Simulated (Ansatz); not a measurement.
Relaxing a structure of PtSe2

The start is a generated trial cell of PtSe2 in the AFLOW prototype A2B_oP12_62_2c_c (C25, as in HgCl2). A full variable-cell relaxation at zero pressure is run with PBE (plane waves to 420 eV, PAW, scalar-relativistic; Ansatz, a program for electronic structure). The first steps use a coarse 2×4×5 k-mesh.

Starting cell:
```yaml
crystal:
  lattice:
    - [11.74967, 0.00000, 0.00000]
    - [0.00000, 5.50163, 0.00000]
    - [0.00000, 0.00000, 3.99037]
  atoms:
    - { symbol: Pt, position: [0.37400, 0.75000, 0.94700] }
    - { symbol: Pt, position: [0.87400, 0.75000, 0.55300] }
    - { symbol: Pt, position: [0.62600, 0.25000, 0.05300] }
    - { symbol: Pt, position: [0.12600, 0.25000, 0.44700] }
    - { symbol: Se, position: [0.23300, 0.75000, 0.62500] }
    - { symbol: Se, position: [0.73300, 0.75000, 0.87500] }
    - { symbol: Se, position: [0.76700, 0.25000, 0.37500] }
    - { symbol: Se, position: [0.26700, 0.25000, 0.12500] }
    - { symbol: Se, position: [0.00800, 0.75000, 0.22200] }
    - { symbol: Se, position: [0.50800, 0.75000, 0.27800] }
    - { symbol: Se, position: [0.99200, 0.25000, 0.77800] }
    - { symbol: Se, position: [0.49200, 0.25000, 0.72200] }
```

Problem. How large is the pressure on the unrelaxed cell, and of which sign?

Solution. +25 GPa (positive: the cell is compressed).

Problem. Which atoms feel the largest initial force, and how large is it?

Solution. About 8.1 eV/Å, on Se9, Se10, Se11, Se12 (atoms numbered as listed).

Problem. Does the structure survive the relaxation? Give the final space group.

Solution. The space group goes from Pnma (No. 62) to Cmcm (No. 63), with 6 atoms in the primitive cell.

Problem. How much energy is released per atom?

Solution. 1.24 to 1.25 eV/atom (the two k-meshes of the run give this range).

Problem. How does the volume per atom move from start to end?

Solution. -3.6 %, from 21.50 to 20.73 Å³/atom.

Problem. How do the shortest distances between atoms change?

Solution. The closest pairs of elements (up to four, under 3.6 Å), start → end: Pt–Se 2.06 → 2.50 Å; Se–Se 3.09 → 2.80 Å.

Problem. What band gap does the relaxed structure have at this level?

Solution. Zero (metallic).

Problem. Write out the relaxed structure.

Solution. 
Space group Cmcm (No. 63); a = 3.749 Å, b = 12.273 Å, c = 5.406 Å, α = 90.00°, β = 90.00°, γ = 90.00°

```tsv
atom	site	symmetry	x	y	z
Pt	4c	m2m	0.0000	0.3346	0.2500
Se	4c	m2m	0.0000	0.6980	0.2500
Se	4c	m2m	0.0000	0.0301	0.7500
```
(The calculation used a cell of 6 atoms; values per cell refer to that cell.)

Final values are on a 11×11×7 k-mesh of the relaxed cell. No spin polarisation in the result.

The run could not lose the symmetry of its start, so the end can be a saddle point.

The relaxed structure here is a generated cell of PtSe2: the first start was made by placing the elements on the sites of a structure type, and the end was not matched to a known phase here, so it may be hypothetical. Known forms of PtSe2 include space group No. 164.
